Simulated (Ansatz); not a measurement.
All-electron LAPW in Ansatz 0.2.0 under LDA, scalar-relativistic, energies extrapolated to zero smearing. Slabs are 1×1 cells cut from bulk crystals relaxed on PAW files, with atoms then relaxed, 16 to 20 Å of vacuum, a dipole correction, k spacings of 0.16 to 0.26 Å⁻¹ and smearing of 0.02 to 0.1 eV, without spin–orbit coupling or spin polarisation. The bulk type named needn't be the stable one, and no reconstruction is allowed.

```csv
slab,area (Å²),γ (J/m²),Φ (eV),Δd12 (%)
"hcp Os (0001), 5 layers",6.39,3.58,5.61,-3.9
"fcc Au (110), 5 layers",11.59,1.45,5.32,-11.6
"fcc Rh (111), 5 layers",6.10,2.64,5.57,?
"hcp Bi (10-10), 6 layers",19.62,0.41,4.14,?
```

Q: Give the missing entry: row "fcc Rh (111), 5 layers", column "Δd12 (%)".

A: -1.9.

Q: Give the missing entry: row "hcp Bi (10-10), 6 layers", column "Δd12 (%)".

A: -23.6.
